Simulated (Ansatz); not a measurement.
NbP:
```yaml
crystal:
  lattice:
    - [-1.66992, 1.66992, 5.72493]
    - [1.66992, -1.66992, 5.72493]
    - [1.66992, 1.66992, -5.72493]
  atoms:
    - { symbol: Nb, position: [0.99944, 0.99944, 0.00000] }
    - { symbol: Nb, position: [0.74944, 0.24944, 0.50000] }
    - { symbol: P, position: [0.41656, 0.41656, 0.00000] }
    - { symbol: P, position: [0.16656, 0.66656, 0.50000] }
```

Relaxed with r²SCAN. Special points in fractions of this cell's reciprocal vectors: Γ (0.000, 0.000, 0.000); X (0.000, 0.000, 0.500); P (0.250, 0.250, 0.250); N (0.000, 0.500, 0.000); M (0.500, 0.500, -0.500); S (0.271, 0.729, -0.271); S0 (-0.271, 0.271, 0.271); R (-0.043, 0.043, 0.500); G (0.500, 0.500, -0.043).

Task: List the band energies nearest the Fermi level at these points for plane-wave PAW r²SCAN (Ansatz code).

Result: In eV from the Fermi level; about four levels below and three above (degenerate sets whole), none deeper than 8.9 eV; points with the same levels are listed once.

| k | below | above |
|---|---|---|
| Γ | -2.26 -1.82 -1.50 -1.50 | 0.87 1.68 2.82 |
| X | -3.10 -3.10 -0.53 -0.53 | 3.17 3.17 3.24 3.24 |
| P | -3.14 -3.14 -0.51 -0.51 | 3.17 3.17 3.23 3.23 |
| N | -2.51 -2.05 -1.62 -0.18 | 0.08 1.39 2.62 |
| M | -2.80 -2.80 -0.66 -0.66 | 1.25 1.25 2.45 2.45 |
| S | -2.49 -2.37 -1.58 -0.15 | 0.09 1.73 2.55 |
| R | -3.07 -3.07 -0.57 -0.57 | 2.93 2.93 3.34 3.34 |

Space group I4_1md. Symmetry was held in the r²SCAN relaxation. The run is not spin-polarised. A small band overlap can be real or an error of a semilocal functional. The Fermi level of a semimetal is unsure by some 0.05 eV on such meshes. Scalar-relativistic: spin–orbit coupling is off unless named, which matters more the heavier the elements.

Potentials: the later of the program's two PAW sets.
